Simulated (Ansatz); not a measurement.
In plane-wave PAW r²SCAN (Ansatz code), ZnInGaO4 in the trigonal phase (R3m; Pearson symbol hR7) relaxes to a = 3.311 Å, c = 25.763 Å. In has 6 nearest neighbours from 2.19 Å (octahedral); Ga has 5 nearest neighbours from 1.91 Å (trigonal bipyramidal). Against the elements it lies at -1.85 eV/atom, with no fitted shifts.

It is gapped at this level: 1.77 eV (direct). The valence maximum lies at Γ and the conduction minimum at Γ. HSE06 on the same cell gives 3.01 eV. Gap from r²SCAN with spin–orbit coupling: 1.75 eV. The electron mass is 0.22 mₑ (isotropic).

An equation-of-state fit gives a bulk modulus of 180 GPa.

The cell was relaxed with r²SCAN under the symmetry of its start. The references are the lowest solids computed at this level, not always the standard phases (solids in place of the gases). Spin–orbit coupling is left out wherever it is not named.

Potentials: the earlier of the program's two PAW sets. The files were generated under PBE; for other functionals the program regenerates the frozen cores, and for LDA and PBEsol the local potential too.
